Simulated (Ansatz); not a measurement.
A geometry of Pt away from equilibrium: step 2 of the relaxation of a relaxed Pt cell shaken by Gaussian noise of σ = 0.08 Å a coordinate. Level of theory: PBEsol (plane waves to 420 eV, PAW, scalar-relativistic; Ansatz, a quantum-chemistry and plane-wave program). Γ-centred k-mesh 7×7×7 on the run's cell (coarser than for final values), Fermi–Dirac smearing 0.05 eV.

```xyz
8
Lattice="4.9546 -0.0206 -0.0210 -0.0206 5.0035 -0.0043 -0.0210 -0.0043 4.9829" Properties=species:S:1:pos:R:3:forces:R:3 pbc="T T T" free_energy=-99068.102 pressure_GPa=4.4
Pt     1.2063     0.0705     2.4955    1.1216    0.1726    0.9459
Pt     3.7293    -0.0486     2.3136   -1.0969   -0.0482    0.6627
Pt    -0.0834     2.4603     1.2754    0.7473    0.2318   -0.9347
Pt    -0.0672     2.4258     3.7319    0.6675    0.0999    0.8257
Pt     2.5443     1.2515     0.1011   -0.3033   -0.1204   -0.5395
Pt     2.4240     3.7462    -0.0259   -0.4779    0.0321   -0.8001
Pt    -0.0112    -0.0406     0.0159    0.5109   -0.2337   -1.1012
Pt     2.5012     2.5520     2.4497   -1.1692   -0.1341    0.9413
```

Positions in Å, forces in eV/Å, free energy of the cell in eV (comparable only within this code, potentials and settings). Largest force: 1.51 eV/Å, on Pt8 (atoms numbered as listed); the geometry lies 0.32 eV/atom above the end of its relaxation.

No spin polarisation in the result.

Of the parent cell (Pm-3n (No. 223)): it is a generated cell of Pt: the first start was made by placing the elements on the sites of a structure type, and the end was not matched to a known phase here, so it may be hypothetical. Known forms of Pt include space group No. 225.
